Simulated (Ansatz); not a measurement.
## TiPd, first-principles data

TiPd:
```yaml
crystal:
  lattice:
    - [3.13284, 0.00000, 0.00000]
    - [0.00000, 3.13284, 0.00000]
    - [0.00000, 0.00000, 3.13284]
  atoms:
    - { symbol: Ti, position: [0.50000, 0.50000, 0.50000] }
    - { symbol: Pd, position: [0.00000, 0.00000, 0.00000] }
```

Space group Pm-3m (No. 221), CsCl type; conventional cell a = b = c = 3.1328 Å, α = β = γ = 90.00°.

Method: plane-wave PAW PBEsol (Ansatz code). The cell and atoms are relaxed at this level. Other levels are named where they apply.

### Cell and energy

Volume per atom: 15.37 Å³
Density: 8.33 g/cm³
Formation energy from the elements (no fitted shifts): -0.47 eV/atom

### Electronic structure

* **Electronic character**: metallic (no gap)
* **Density of states at the Fermi level**: 1.6 states/eV per atom (mean over ±0.08 eV)
* **Gap with spin–orbit coupling**: none (metallic)

### Mechanics

- Bulk modulus (Birch–Murnaghan fit) = 170 GPa
- Pressure derivative B′ = 4.4
- Elastic constants (relaxed ions, GPa) = C11 = 144, C12 = 183, C44 = 51.5
- Mechanical stability = unstable (C has a negative eigenvalue)

### Phonons

- Highest zone-centre frequency = 172 cm^-1
- Zone-centre stability = no imaginary mode at Γ

The workflow started from an entry of the Crystallography Open Database (COD). Its standing as an ambient phase is unchecked. Symmetry was held in the PBEsol relaxation. The run is not spin-polarised. As this level gives no gap, shear constants depend on the k-mesh and smearing (Fermi–Dirac, 0.1 eV here). As this level gives no gap, phonon frequencies hold no LO–TO term and depend on the k-mesh and smearing (Fermi–Dirac, 0.1 eV here). The references are the lowest solids computed at this level, not always the standard phases. Spin–orbit coupling is left out wherever it is not named.

Potentials: the later of the program's two PAW sets.
